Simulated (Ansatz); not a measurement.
Input:

Y (hcp, Mg type)

```yaml
crystal:
  lattice:
    - [7.36525, 0.00000, 0.00000]
    - [-1.84131, 3.18925, 0.00000]
    - [0.00000, 0.00000, 5.69845]
  atoms:
    - { symbol: Y, position: [0.16667, 0.66667, 0.75000] }
    - { symbol: Y, position: [0.66667, 0.66667, 0.75000] }
    - { symbol: Y, position: [0.33333, 0.33333, 0.25000] }
    - { symbol: Y, position: [0.83333, 0.33333, 0.25000] }
```

Scan: atom 2 (Y, nearest neighbour Y at 3.555 Å; its periodic images, 3.7 Å or more away, move with it) is displaced along Cartesian x, direction (1.000, 0.000, 0.000) in Cartesian axes, by s. The other atoms stay.

All values below come from r2SCAN (plane waves to 500 eV, PAW, scalar-relativistic; Ansatz, a program for electronic structure). k mesh 6×12×7 (Γ-centred), Fermi-Dirac smearing 0.05 eV. Energies are smeared free energies. With partly filled bands, energies and forces of such displacements shift with the k mesh and the smearing. The PAW data are Ansatz's earlier set. Y is run without spin polarisation. Y was relaxed with its symmetry unable to fall. ΔE is measured from the undisplaced structure.

The scan covers s from -0.710 to 0.710 Å in 11 points.

Q: Is the energy the same for displacements of ±0.710 Å, and if not, which side lies higher?

A: Not even: the negative side lies higher at ±0.710 Å. With its periodic images moving along, the atom's site symmetry in this cell is mm2.

Q: What is the force constant k = d²E/ds² of this move at s = 0?

A: 3.36 eV/Å².

(For displaced atoms, the force is minus the slope of the energy, and its curvature is a force constant, which sets phonon frequencies.)
